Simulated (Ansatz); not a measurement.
A geometry of HfSiO₄ away from equilibrium: step 10 of the relaxation of a generated trial cell of HfSiO4 in the AFLOW prototype AB4C_tI12_82_c_g_a (H0_7, as in BPO4). Computed with r2SCAN (plane waves to 500 eV, PAW, scalar-relativistic; Ansatz, a program for electronic structure). Γ-centred k-mesh 8×8×8 on the run's cell (coarser than for final values), Fermi–Dirac smearing 0.05 eV.

```yaml
crystal:
  lattice:
    - [-2.56204, 2.56204, 3.97697]
    - [2.56204, -2.56204, 3.97697]
    - [2.56204, 2.56204, -3.97697]
  atoms:
    - { symbol: Hf, position: [0.75000, 0.25000, 0.50000] }
    - { symbol: O, position: [0.33425, 0.25493, 0.35943] }
    - { symbol: O, position: [0.89550, 0.97482, 0.64057] }
    - { symbol: O, position: [0.02518, 0.66575, 0.92068] }
    - { symbol: O, position: [0.74507, 0.10450, 0.07932] }
    - { symbol: Si, position: [0.00000, 0.00000, 0.00000] }
```

Which atoms carry the largest force, and which way does it point?

0.02 eV/Å, on O2, O3, O4, O5 (atoms numbered as listed); on O4 its components are (-0.01, 0.00, -0.01).

What is the pressure?

+3.3 GPa, compression positive.

How far above the relaxed end point is this geometry?

0.06 eV/atom; the path ends in I-4 (No. 82) at a tolerance of 0.01 Å, F-43m (No. 216) at 0.1 Å.

No spin polarisation in the result.

The run could not lose the symmetry of its start: the end is stationary, and may be a saddle point rather than a minimum.

The end of the path is a generated cell of HfSiO4: the first start was made by placing the elements on the sites of a structure type, and the end was not matched to a known phase here, so it may be hypothetical.
